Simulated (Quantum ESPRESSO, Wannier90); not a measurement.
Wannier functions of GaSb (zinc blende)

Cell from Materials Project (mp-1156), symmetrised, no further relaxation. COD (Crystallography Open Database) has an entry of this formula and space group (matched by these alone). Computed values, not measurements, from PBEsol: Quantum ESPRESSO (norm-conserving PseudoDojo potentials, cutoff 64 Ry, spinors with spin-orbit coupling) on a Γ-centred 6×6×6 mesh, then Wannier90. Density: 10×10×10 mesh, cold smearing 0.01 Ry. With spin-orbit coupling a semilocal functional can close or falsely invert a small gap; the band order was not checked against a better method.

On the energy scale of pw.x, whose zero is arbitrary, the Fermi level lies at 8.24 eV.

Input w.win:

```
num_bands = 30
num_wann = 16
exclude_bands = 1-20
spinors = true
num_iter = 1000
conv_tol = 1.0e-6
conv_window = 4
dis_num_iter = 1000
dis_conv_tol = 1.0e-6
dis_froz_max = 9.74
num_cg_steps = 20
write_hr = true
write_u_matrices = true
begin projections
f=0.00888,-0.01280,0.00471: s;p
f=0.25291,0.25651,0.23606: s;p
end projections
begin unit_cell_cart
ang
    0.0000000000    3.0686050000    3.0686050000
    3.0686050000    0.0000000000    3.0686050000
    3.0686050000    3.0686050000    0.0000000000
end unit_cell_cart
begin atoms_frac
Ga   0.0000000000  0.0000000000  0.0000000000
Sb   0.2500000000  0.2500000000  0.2500000000
end atoms_frac
mp_grid = 6 6 6
begin kpoints
0.0000000000 0.0000000000 0.0000000000
0.0000000000 0.0000000000 0.1666666667
0.0000000000 0.0000000000 0.3333333333
... (213 more lines: the 6x6x6 mesh through Gamma)
end kpoints
```

Input of pw2wannier90.x that gives the overlap and projection files (equivalent; here they were cut from one run over all bands):

```
&inputpp
  outdir = './out'
  prefix = 'pwscf'
  seedname = 'w'
  write_amn = .true.
  write_mmn = .true.
/
```

Output w.wout (banner and timings cut):

```
                                    ------
                                    SYSTEM
                                    ------

                              Lattice Vectors (Ang)
                    a_1     0.000000   3.068605   3.068605
                    a_2     3.068605   0.000000   3.068605
                    a_3     3.068605   3.068605   0.000000

                   Unit Cell Volume:      57.79004  (Ang^3)

                        Reciprocal-Space Vectors (Ang^-1)
                    b_1    -1.023785   1.023785   1.023785
                    b_2     1.023785  -1.023785   1.023785
                    b_3     1.023785   1.023785  -1.023785

 *----------------------------------------------------------------------------*
 |   Site       Fractional Coordinate          Cartesian Coordinate (Ang)     |
 +----------------------------------------------------------------------------+
 | ga   1   0.00000   0.00000   0.00000   |    0.00000   0.00000   0.00000    |
 | sb   1   0.25000   0.25000   0.25000   |    1.53430   1.53430   1.53430    |
 *----------------------------------------------------------------------------*
                                ------------
                                K-POINT GRID
                                ------------

             Grid size =  6 x  6 x  6      Total points =  216

 *---------------------------------- MAIN ------------------------------------*
 |  Number of Wannier Functions               :                16             |
 |  Number of Objective Wannier Functions     :                16             |
 |  Number of input Bloch states              :                30             |
 |  Output verbosity (1=low, 5=high)          :                 1             |
 |  Timing Level (1=low, 5=high)              :                 1             |
 |  Optimisation (0=memory, 3=speed)          :                 3             |
 |  Length Unit                               :               Ang             |
 |  Post-processing setup (write *.nnkp)      :                 F             |
 |  Using Gamma-only branch of algorithms     :                 F             |
 *----------------------------------------------------------------------------*
 *------------------------------- WANNIERISE ---------------------------------*
 |  Total number of iterations                :              1000             |
 |  Number of CG steps before reset           :                20             |
 |  Trial step length for line search         :             2.000             |
 |  Convergence tolerence                     :         0.100E-05             |
 |  Convergence window                        :                 4             |
 |  Iterations between writing output         :                 1             |
 |  Iterations between backing up to disk     :               100             |
 |  Write r^2_nm to file                      :                 F             |
 |  Write xyz WF centres to file              :                 F             |
 |  Write on-site energies <0n|H|0n> to file  :                 F             |
 |  Use guiding centre to control phases      :                 F             |
 |  Use phases for initial projections        :                 F             |
 *----------------------------------------------------------------------------*
 *------------------------------- DISENTANGLE --------------------------------*
 |  Using band disentanglement                :                 T             |
 |  Total number of iterations                :              1000             |
 |  Mixing ratio                              :             0.500             |
 |  Convergence tolerence                     :         1.000E-06             |
 |  Convergence window                        :                 3             |
 *----------------------------------------------------------------------------*
 *-------------------------------- PLOTTING ----------------------------------*
 |  Plotting Hamiltonian in WF basis          :                 T             |
 *----------------------------------------------------------------------------*

 *---------------------------------- K-MESH ----------------------------------*
 +----------------------------------------------------------------------------+
 |                    Distance to Nearest-Neighbour Shells                    |
 |                    ------------------------------------                    |
 |          Shell             Distance (Ang^-1)          Multiplicity         |
 |          -----             -----------------          ------------         |
 |             1                   0.295541                      8            |
 |             2                   0.341262                      6            |
 |             3                   0.482617                     12            |
 |             4                   0.565919                     24            |
 |             5                   0.591083                      8            |
 |             6                   0.682524                      6            |
 |             7                   0.743763                     24            |
 |             8                   0.763084                     24            |
       ... (lines left out)
 +----------------------------------------------------------------------------+
 | The b-vectors are chosen automatically                                     |
 | The following shells are used:                       1                     |
 +----------------------------------------------------------------------------+
 |                        Shell   # Nearest-Neighbours                        |
 |                        -----   --------------------                        |
 |                          1               8                                 |
 +----------------------------------------------------------------------------+
 | Completeness relation is fully satisfied [Eq. (B1), PRB 56, 12847 (1997)]  |
 +----------------------------------------------------------------------------+
 |                  b_k Vectors (Ang^-1) and Weights (Ang^2)                  |
 |                  ----------------------------------------                  |
 |            No.         b_k(x)      b_k(y)      b_k(z)        w_b           |
 |            ---        --------------------------------     --------        |
 |             1         0.170631    0.170631   -0.170631     4.293335        |
 |             2         0.170631   -0.170631    0.170631     4.293335        |
 |             3        -0.170631    0.170631    0.170631     4.293335        |
 |             4         0.170631    0.170631    0.170631     4.293335        |
 |             5        -0.170631   -0.170631    0.170631     4.293335        |
 |             6        -0.170631    0.170631   -0.170631     4.293335        |
 |             7         0.170631   -0.170631   -0.170631     4.293335        |
 |             8        -0.170631   -0.170631   -0.170631     4.293335        |
 +----------------------------------------------------------------------------+
 |                           b_k Directions (Ang^-1)                          |
 |                           -----------------------                          |
 |            No.           x           y           z                         |
 |            ---        --------------------------------                     |
 |             1         0.170631    0.170631   -0.170631                     |
 |             2         0.170631   -0.170631    0.170631                     |
 |             3        -0.170631    0.170631    0.170631                     |
 |             4         0.170631    0.170631    0.170631                     |
 +----------------------------------------------------------------------------+

 Starting a new Wannier90 calculation ...

 Reading overlaps from w.mmn

 Reading projections from w.amn

 *------------------------------- DISENTANGLE --------------------------------*
 +----------------------------------------------------------------------------+
 |                              Energy  Windows                               |
 |                              ---------------                               |
 |                   Outer:   -3.37819  to   24.11171  (eV)                   |
 |                   Inner:   -3.37819  to    9.74000  (eV)                   |
 +----------------------------------------------------------------------------+
   Number of target bands to extract:   16

                   Unitarised projection of Wannier functions
                   ------------------------------------------
   A_mn = <psi_m|g_n> --> S = A.A^+ --> U = S^-1/2.A
   In dis_project... done
   Using an inner window (linner = T)
   In dis_proj_froz... done

                   Extraction of optimally-connected subspace
                   ------------------------------------------
 +---------------------------------------------------------------------+<-- DIS
 |  Iter     Omega_I(i-1)      Omega_I(i)      Delta (frac.)           |<-- DIS
 +---------------------------------------------------------------------+<-- DIS
       1      33.92514749      29.76241625       1.399E-01    <-- DIS
       2      30.45332007      28.70895519       6.076E-02    <-- DIS
       3      29.26002522      28.03185519       4.381E-02    <-- DIS
       4      28.39659991      27.56324008       3.023E-02    <-- DIS
       5      27.78573346      27.22906214       2.044E-02    <-- DIS
       6      27.35401577      26.98497419       1.368E-02    <-- DIS
       ... (lines left out)
     101      25.98659957      25.98671592      -4.477E-06    <-- DIS
       ... (lines left out)
     133      25.98665803      25.98668290      -9.574E-07    <-- DIS
     134      25.98665904      25.98668276      -9.124E-07    <-- DIS
     135      25.98666002      25.98668262      -8.696E-07    <-- DIS

             <<<      Delta < 1.000E-06  over  3 iterations     >>>
             <<< Disentanglement convergence criteria satisfied >>>

        Final Omega_I    25.98668262 (Ang^2)

 +----------------------------------------------------------------------------+

 Writing checkpoint file w.chk... done

 *------------------------------- WANNIERISE ---------------------------------*
 +--------------------------------------------------------------------+<-- CONV
 | Iter  Delta Spread     RMS Gradient      Spread (Ang^2)            |<-- CONV
 +--------------------------------------------------------------------+<-- CONV

 ------------------------------------------------------------------------------
 Initial State
  WF centre and spread    1  ( -0.022407,  0.042024, -0.013209 )     2.10836064
  WF centre and spread    2  ( -0.022405,  0.042026, -0.013219 )     2.10836249
  WF centre and spread    3  ( -0.000034,  0.000926,  0.011882 )     2.69696548
  WF centre and spread    4  ( -0.000030,  0.000910,  0.011866 )     2.69700390
  WF centre and spread    5  (  0.022285,  0.000829, -0.000605 )     2.69709256
  WF centre and spread    6  (  0.022249,  0.000813, -0.000473 )     2.69739030
  WF centre and spread    7  (  0.000029, -0.039202, -0.000809 )     2.69539503
  WF centre and spread    8  (  0.000026, -0.039203, -0.000678 )     2.69503016
  WF centre and spread    9  (  1.514072,  1.501647,  1.561466 )     1.78974515
  WF centre and spread   10  (  1.514071,  1.501646,  1.561480 )     1.78974817
  WF centre and spread   11  (  1.533602,  1.533437,  1.508916 )     2.57224706
  WF centre and spread   12  (  1.533590,  1.533442,  1.508951 )     2.57226207
  WF centre and spread   13  (  1.553433,  1.533364,  1.535225 )     2.57255628
  WF centre and spread   14  (  1.553429,  1.533367,  1.535170 )     2.57235407
  WF centre and spread   15  (  1.533649,  1.564626,  1.535082 )     2.57084219
  WF centre and spread   16  (  1.533648,  1.564623,  1.535028 )     2.57102052
  Sum of centres and spreads ( 12.269207, 12.275277, 12.276072 )    39.40637606

      0     0.394E+02     0.0000000000       39.4063760329  <-- CONV
        O_D=      0.0791605 O_OD=     13.3405329 O_TOT=     39.4063760 <-- SPRD
 ------------------------------------------------------------------------------
      1    -0.296E+00     0.3865827552       39.1105488345  <-- CONV
        O_D=      0.0922468 O_OD=     13.0316194 O_TOT=     39.1105488 <-- SPRD
      2    -0.312E+00     0.4009829708       38.7984852293  <-- CONV
        O_D=      0.1045578 O_OD=     12.7072448 O_TOT=     38.7984852 <-- SPRD
      3    -0.118E+00     0.3543044602       38.6806837457  <-- CONV
        O_D=      0.1011809 O_OD=     12.5928203 O_TOT=     38.6806837 <-- SPRD
      4    -0.298E-01     0.1699647047       38.6508482229  <-- CONV
        O_D=      0.0991436 O_OD=     12.5650220 O_TOT=     38.6508482 <-- SPRD
      5    -0.152E-01     0.1068132104       38.6356414466  <-- CONV
        O_D=      0.0965595 O_OD=     12.5523994 O_TOT=     38.6356414 <-- SPRD
       ... (lines left out)
    100    -0.167E-02     0.0345757959       29.5024593414  <-- CONV
        O_D=      0.0892269 O_OD=      3.4265498 O_TOT=     29.5024593 <-- SPRD
       ... (lines left out)
    120    -0.926E-06     0.0007939559       29.4995928101  <-- CONV
        O_D=      0.0891628 O_OD=      3.4237474 O_TOT=     29.4995928 <-- SPRD
    121    -0.807E-06     0.0007515092       29.4995920029  <-- CONV
        O_D=      0.0891632 O_OD=      3.4237461 O_TOT=     29.4995920 <-- SPRD
    122    -0.664E-06     0.0006867844       29.4995913394  <-- CONV
        O_D=      0.0891628 O_OD=      3.4237459 O_TOT=     29.4995913 <-- SPRD
             <<<     Delta < 1.000E-06  over  4 iterations     >>>
             <<< Wannierisation convergence criteria satisfied >>>
 Final State
  WF centre and spread    1  ( -0.449405,  0.449471,  0.449374 )     1.88537688
  WF centre and spread    2  ( -0.449393,  0.449531,  0.449417 )     1.88540026
  WF centre and spread    3  (  0.449420, -0.449387,  0.449401 )     1.88524425
  WF centre and spread    4  (  0.449393, -0.449442,  0.449465 )     1.88527709
  WF centre and spread    5  (  0.449439,  0.449461, -0.449468 )     1.88543089
  WF centre and spread    6  (  0.449379,  0.449473, -0.449400 )     1.88537461
  WF centre and spread    7  ( -0.449527, -0.449342, -0.449535 )     1.88526240
  WF centre and spread    8  ( -0.449489, -0.449392, -0.449454 )     1.88521912
  WF centre and spread    9  (  1.079304,  1.079310,  1.989294 )     1.80215733
  WF centre and spread   10  (  1.079291,  1.079349,  1.989272 )     1.80213488
  WF centre and spread   11  (  1.079340,  1.989045,  1.079100 )     1.80208452
  WF centre and spread   12  (  1.079294,  1.989270,  1.079324 )     1.80210828
  WF centre and spread   13  (  1.989512,  1.079327,  1.079561 )     1.80209450
  WF centre and spread   14  (  1.989298,  1.079329,  1.079319 )     1.80213078
  WF centre and spread   15  (  1.989028,  1.989556,  1.989303 )     1.80215347
  WF centre and spread   16  (  1.989282,  1.989294,  1.989270 )     1.80214212
  Sum of centres and spreads ( 12.274166, 12.274852, 12.274245 )    29.49959137

         Spreads (Ang^2)       Omega I      =    25.986682620
        ================       Omega D      =     0.089162788
                               Omega OD     =     3.423745931
    Final Spread (Ang^2)       Omega Total  =    29.499591339
```
